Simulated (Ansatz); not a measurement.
Pt (fcc (Cu type), Fm-3m) at seven volumes, plane-wave PAW PBEsol (Ansatz code), scaled uniformly. One row is withheld.

```
V (Å³/atom)  P (GPa)
-----------  -------
13.682         34.88
14.133         21.00
14.584             ?
15.035          0.00
15.486         -7.85
15.937        -14.32
16.388        -19.63
```

Task: Fit the shown pressures and predict the withheld one.

Result: Third-order Birch–Murnaghan: P = (3/2)B₀(x^(7/2) − x^(5/2))[1 + (3/4)(B′ − 4)(x − 1)] with x = (V₀/V)^(2/3). Least squares on the six rows gives V₀ = 15.035 Å³/atom, B₀ = 287.2 GPa, B′ = 5.37. At V = 14.584, x = 1.0205 and P = 9.49 GPa. The run itself gave 9.51 GPa.

The cell was relaxed with PBEsol under the symmetry of its start. No spin polarisation was allowed. Spin–orbit coupling is left out wherever it is not named.

Potentials: the earlier of the program's two PAW sets. The files were generated under PBE; for other functionals the program regenerates the frozen cores, and for LDA and PBEsol the local potential too.
